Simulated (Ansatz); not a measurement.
Mg$_{2}$Sn:
Space group P-62m (No. 189); a = 5.615 Å, b = 5.615 Å, c = 5.074 Å, α = 90.00°, β = 90.00°, γ = 120.00°

| atom | site | symmetry | x | y | z |
|---|---|---|---|---|---|
| Mg | 3g | m2m | 0.3349 | 0.3349 | 0.5000 |
| Mg | 1a | -62m | 0.0000 | 0.0000 | 0.0000 |
| Sn | 2c | -6.. | 0.3333 | 0.6667 | 0.0000 |

Relaxed at zero pressure with the program Ansatz at the PBEsol level (PAW).

### Question
The volume is raised by 6 % and shape and atoms relax at that volume. What pressure results, and how do the axes share the change?

### Answer
-2.3 GPa; a 1.9 %, b 1.9 %, c 2.1 %; the energy rises by 10 meV/atom.

### Question
Give the new structure.

### Answer

Space group P-62m (No. 189); a = b = 5.722 Å, c = 5.180 Å, α = β = 90.00°, γ = 120.00°

```tsv
atom	site	symmetry	x	y	z
Mg	3g	m2m	0.3355	0.3355	0.5000
Mg	1a	-62m	0.0000	0.0000	0.0000
Sn	2c	-6..	0.3333	0.6667	0.0000
```

The phase is kept; no other phase was compared at this pressure.

The first step of the workflow began from a Materials Project structure, measured or hypothetical; the Crystallography Open Database copy checked does not list it. COD files the formula under space group No. 225, 227, so this cell is another polymorph or a model. With Mg and Sn taken as one species the cell has the higher symmetry P6_3/mmc, so it may be an ordered model of a mixed-site phase. Its standing as an ambient phase is unchecked. Symmetry was held in the PBEsol relaxation; of distortions, only those at the zone centre were tested. Axis ratios of metals converge slowly with the k-mesh, so a and c are less sure than the volume. Spin–orbit coupling is left out wherever it is not named.

Potentials: the later of the program's two PAW sets.
